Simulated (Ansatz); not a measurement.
## MoRu₅: rattling a relaxed structure

The cell was found from a structure generator's guess, not taken from experiment.

The calculation used DFT PBE, scalar-relativistic, plane waves, PAW (Ansatz). Settings: cutoff 420 eV, Γ-centred mesh 12×12×10 on the computed 6-atom cell, Gaussian smearing of 0.10 eV; no spin polarisation.

The cell below (6 atoms, space group P-62m (No. 189)) is relaxed within its symmetry.

```
Mo Ru
1.0
     4.75443    0.00000    0.00000
    -2.37721    4.11745    0.00000
     0.00000    0.00000    4.31633
Mo Ru
1 5
Direct
  0.00000 0.00000 0.00000
  0.33333 0.66667 0.00000
  0.66667 0.33333 0.00000
  0.66152 0.66152 0.50000
  0.33848 0.00000 0.50000
  0.00000 0.33848 0.50000
```

For the test a repeat of it with 12 atoms (edges 4.32, 4.75, 8.23 Å) was strained at random (σ = 1.5 % a component), the atoms were moved at random (σ = 0.10 Å), and all was relaxed again on a coarse 6×6×4 mesh (in the run’s order of axes) with 0.20 eV smearing, with no symmetry imposed.

Q: What happens?

A: It returns, within 1 meV/atom of the unmoved cell on that mesh and with the same symmetry when read at 0.1 Å. No instability shows in this cell; modes of other wave vectors, which need another repeat, aren't tested.
